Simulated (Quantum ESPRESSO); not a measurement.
## NSi7 (a curve over one atom's position)

A calculation, not a measurement. The program is pw.x of Quantum ESPRESSO 7.5 (plane-wave density functional theory). The cell is made up: 8 atoms on a zincblende/diamond lattice, with randomly drawn elements, strain and displacements, not relaxed. PseudoDojo standard norm-conserving files (v0.5 for PBE, v0.4.1 for LDA and PBEsol) set the functional; there is no spin polarisation, spin-orbit coupling or dispersion term, and the masses in the input are unused placeholders. A spin-polarised start on this cell or one of its family kept no moment.

Seven runs move atom 2 (Si, counted in the order of the input) along y and keep all else fixed.

Input of the run at +0.0107:

```
&control calculation='scf', pseudo_dir='./dojo.nc.sr.pbe.v0_5.standard.upf', outdir='./o', disk_io='low', tprnfor=.true., tstress=.true. /
&system ibrav=0, nat=8, ntyp=2, nbnd=27, ecutwfc=84.00895049, nosym=.true., tot_charge=0,
 occupations='smearing', smearing='fd', degauss=0.0073498644
/
&electrons conv_thr=7.350e-09, electron_maxstep=60, /
ATOMIC_SPECIES
N 1.0 N.upf
Si 1.0 Si.upf
CELL_PARAMETERS angstrom
5.468 0.0705 -0.0752
0.0705 5.4553 0.0576
-0.0752 0.0576 5.4504
ATOMIC_POSITIONS angstrom
N 0.0208 -0.0535 0.0967
Si -0.0709 2.791 2.777
Si 2.6551 -0.0521 2.7127
Si 2.8987 2.8065 -0.0876
Si 1.3092 1.4157 1.4918
Si 1.3465 4.1754 4.119
Si 4.0555 1.5855 4.079
Si 4.1465 4.1755 1.431
K_POINTS automatic
6 6 6 1 1 1
```

| shift of atom 2 along y (Å) | free energy less that of the input shown (eV) | Fx on atom 2 (eV/Å) | Fy on atom 2 (eV/Å) | Fz on atom 2 (eV/Å) | pressure (GPa) | iterations |
| --- | --- | --- | --- | --- | --- | --- |
| -0.1173 | 0.0663 | 0.963 | 1.428 | 0.483 | -5.50 | 11 |
| -0.0243 | -0.0053 | 1.172 | 0.103 | 0.738 | -5.56 | 11 |
| +0.0107 | 0.0000 | 1.259 | -0.405 | 0.845 | -5.53 | 11 |
| +0.0343 | 0.0136 | 1.320 | -0.750 | 0.921 | -5.50 | 11 |
| +0.0510 | 0.0282 | 1.365 | -0.993 | 0.976 | -5.46 | 11 |
| +0.0934 | 0.0834 | 1.483 | -1.610 | 1.124 | -5.35 | 11 |

Question: one run is left out of the table, at +0.0826. Estimate its Fy on atom 2 (eV/Å).

Answer: -1.454. The whole row:

| shift of atom 2 along y (Å) | free energy less that of the input shown (eV) | Fx on atom 2 (eV/Å) | Fy on atom 2 (eV/Å) | Fz on atom 2 (eV/Å) | pressure (GPa) | iterations |
| --- | --- | --- | --- | --- | --- | --- |
| +0.0826 | 0.0669 | 1.452 | -1.454 | 1.085 | -5.39 | 11 |

A cubic fit gives dFy/dy = -14.55 eV/Å² at zero shift. Across the table the free energy follows the integral of the force to within 0.1 meV. A rerun of one of the cells at 1437 eV and a 8 x 8 x 8 mesh moved values by no more than 0.012 eV in energy, 0.02 GPa in stress and 0.010 eV/Å in force.